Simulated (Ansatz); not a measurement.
ZrBr, one cell by several methods

```
Zr Br
1.0
     1.85523    1.12234    9.38463
    -1.64787    1.08731    9.34960
     0.07334   -1.92895    9.33677
Zr Br
2 2
Direct
  0.20920 0.20920 0.20920
  0.79080 0.79080 0.79080
  0.39170 0.39170 0.39170
  0.60830 0.60830 0.60830
```

Atoms are numbered in the order listed.

The geometry is COD entry 4343762, unchecked; take it as a test cell. The listed cell was then made from it by scaling, straining or moving an atom.

Methods: DFT, LDA, PAW with Ansatz's default frozen-core files, scalar-relativistic (Ansatz 0.2.0); DFT, LDA, all-electron PAW with datasets made for the crystal, scalar-relativistic (Ansatz 0.2.0).

For PAW: a Γ-centred 10×10×10 k mesh, Fermi–Dirac smearing of 0.02 eV, cutoff 420 eV, no spin polarisation; the PAW files were made with PBE, and the program remakes their frozen cores for this functional. The crystal-made all-electron datasets (AE datasets) take a cutoff of 220 eV at this cell. The Ansatz runs share mesh, smearing and spin set-up. Plane-wave (PAW) pressures include the program's estimate of the Pulay term.

Stress and pressure are positive in compression.

The change that made this cell: equal xy, yz and zx engineering shear strains of +2 %.

PAW results:

```
              quantity     PAW
        pressure (GPa)   -3.21
       stress xx (GPa)   -2.88
       stress yy (GPa)   -3.60
       stress zz (GPa)   -3.16
       stress yz (GPa)   -1.12
       stress xz (GPa)   -0.62
       stress xy (GPa)   -0.17
force on Zr1, z (eV/Å)  -0.419
force on Br3, y (eV/Å)   0.129
```

Question: What does crystal-made all-electron datasets give for the same quantities?

Answer: 
```csv
quantity,AE datasets
pressure (GPa),-3.20
stress xx (GPa),-2.87
stress yy (GPa),-3.58
stress zz (GPa),-3.14
stress yz (GPa),-1.12
stress xz (GPa),-0.62
stress xy (GPa),-0.17
"force on Zr1, z (eV/Å)",-0.419
"force on Br3, y (eV/Å)",0.129
```
